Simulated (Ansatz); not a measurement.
MnSi in space group P2_13 (No. 198; Mn on 4a, Si on 4a) at seven volumes, DFT-PBE in the program Ansatz with PAW potentials, shape and atoms relaxed at each. One row is withheld.

```csv
V (Å³/atom),P (GPa)
10.492,23.38
10.838,14.22
11.184,6.62
11.529,0.00
11.875,-5.78
12.221,?
12.567,-14.79
```

Question: Fit the shown pressures and predict the withheld one.

Answer: Third-order Birch–Murnaghan: P = (3/2)B₀(x^(7/2) − x^(5/2))[1 + (3/4)(B′ − 4)(x − 1)] with x = (V₀/V)^(2/3). Least squares on the six rows gives V₀ = 11.527 Å³/atom, B₀ = 204.5 GPa, B′ = 4.12. At V = 12.221, x = 0.9618 and P = -10.60 GPa. The run itself gave -10.68 GPa.

The cell was relaxed with PBE under the symmetry of its start. Magnetic state: ferromagnetic, chosen from 4 collinear starts compared on coarse meshes (ties went to the first, and starts can fall back to one state), not a proven ground state. Textbook magnetic order: helical.

Potentials: the later of the program's two PAW sets.
